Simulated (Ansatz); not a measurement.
A geometry of RbAu away from equilibrium: the start of the relaxation of a relaxed RbAu cell, doubled along one cell vector, shaken by Gaussian noise of σ = 0.08 Å a coordinate. These are PBE (plane waves to 420 eV, PAW, scalar-relativistic; Ansatz, a quantum-chemistry and plane-wave program) values and carry that method's errors. Γ-centred k-mesh 4×7×5 on the run's cell (coarser than for final values), Fermi–Dirac smearing 0.05 eV.

```xyz
4
Lattice="9.7212 0.0000 0.0000 0.0000 4.8606 0.0000 0.0000 0.0000 7.3970" Properties=species:S:1:pos:R:3 pbc="T T T"
Au     2.3711     2.4837     3.8109
Au     7.3557     2.3930     3.6944
Rb    -0.0447    -0.0647     3.6558
Rb     4.8934     0.1031     3.7060
```

Question: Give the Cartesian forces on all atoms (eV/Å).

Answer: 
```tsv
atom	Fx	Fy	Fz
Au1	0.10	-0.05	-0.01
Au2	-0.11	0.05	0.00
Rb3	0.10	0.09	0.01
Rb4	-0.09	-0.10	0.01
```

Question: What is the pressure?

Answer: 0.0 GPa, compression positive.

Question: How much energy per atom can still be gained by relaxing?

Answer: 0.01 eV/atom; the path ends in Pm (No. 6) at a tolerance of 0.01 Å, P4/mmm (No. 123) at 0.1 Å.

No spin polarisation in the result. No dispersion correction is included, so spacings between layers, chains or molecules are soft and tend to come out too large.

The end of the path is a generated cell of RbAu: the first start was made by a random draw of sites in a space group, and the end was not matched to a known phase here, so it may be hypothetical. Known forms of RbAu include space group No. 221.
